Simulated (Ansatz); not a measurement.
Zincblende alloy of GaAs and AlAs (6 of 32 Ga sites exchanged), 64 atoms

Ansatz, PAW, plane waves. PBEsol relaxation of volume and atoms (shape held) at the single k point (¼, ¼, ¼) without its symmetry partners; single points on the relaxed atoms at the single k point (¼, ¼, ¼) without its symmetry partners, onto which points of the small cell's zone fold. Arrangement: quasirandom. No spin–orbit coupling unless named.

Relaxed structure:

```xyz
64
Lattice="11.3251 0.0000 0.0000 0.0000 11.3251 0.0000 0.0000 0.0000 11.3251" Properties=species:S:1:pos:R:3 pbc="T T T"
Ga    0.0036    0.0032    0.0061
Ga    0.0010    0.0013    5.6667
Ga    0.0059    5.6601    0.0060
Ga    0.0028    5.6634    5.6697
Ga    5.6646    0.0007    5.6728
Ga    5.6572    5.6665    0.0122
Ga    5.6632    5.6660    5.6651
Ga    2.8258    2.8353    0.0027
Ga    2.8294    2.8321    5.6699
Ga    2.8314    8.4931    0.0078
Ga    2.8319    8.4987    5.6677
Ga    8.4965    2.8323    5.6649
Ga    8.4910    8.4940    5.6669
Ga    2.8282   11.3246    2.8458
Ga    2.8325    0.0052    8.4996
Ga    2.8326    5.6642    2.8352
Ga    2.8321    5.6641    8.5010
Ga    8.4986   11.3243    2.8390
Ga    8.5001    0.0005    8.4928
Ga    8.4939    5.6583    2.8440
Ga   11.3250    2.8342    2.8373
Ga    0.0039    2.8285    8.4962
Ga    0.0049    8.4968    8.5012
Ga    5.6599    2.8376    8.4988
Ga    5.6606    8.4927    2.8391
Ga    5.6606    8.4959    8.4949
Al    5.6606   11.3187    0.0015
Al    8.4904    2.8290    0.0010
Al    8.4908    8.4900   11.3221
Al    8.4957    5.6602    8.4917
Al   11.3191    8.4918    2.8302
Al    5.6603    2.8226    2.8317
As    1.4167    1.4172    1.4227
As    1.4155    1.4135    7.0818
As    1.4178    7.0760    1.4185
As    1.4184    7.0808    7.0836
As    7.0812    1.4089    1.4190
As    7.0796    1.4201    7.0847
As    7.0795    7.0774    1.4275
As    7.0749    7.0816    7.0812
As    4.2431    4.2464    1.4203
As    4.2454    4.2498    7.0813
As    4.2432    9.9088    1.4257
As    4.2451    9.9102    7.0841
As    9.9079    4.2464    1.4175
As    9.9150    4.2416    7.0792
As    9.9058    9.9096    1.4141
As    9.9112    9.9069    7.0805
As    4.2454    1.4155    4.2586
As    4.2465    1.4227    9.9155
As    4.2443    7.0790    4.2533
As    4.2475    7.0813    9.9153
As    9.9087    1.4150    4.2510
As    9.9150    1.4154    9.9113
As    9.9076    7.0757    4.2545
As    9.9148    7.0743    9.9116
As    1.4164    4.2476    4.2518
As    1.4138    4.2458    9.9111
As    1.4090    9.9048    4.2497
As    1.4191    9.9117    9.9155
As    7.0723    4.2418    4.2501
As    7.0750    4.2547    9.9165
As    7.0774    9.9110    4.2519
As    7.0796    9.9109    9.9060
```

Q: What are the mean bond lengths by pair (pairs within 1.2 times the sum of covalent radii, less contacts 15 % beyond the pair's median; cation–cation pairs of compounds aside; long ionic contacts are cut short by that bound)?

A: Al–As 2.454 ± 0.001 Å (standard deviation, 24 bonds); As–Ga 2.451 ± 0.002 Å (standard deviation, 104 bonds).

Q: What gap lies between the top filled and the lowest empty level in the single points?

A: r²SCAN 1.91 eV (12 s on NVIDIA H100). Away from Γ this isn't the crystal's band gap.
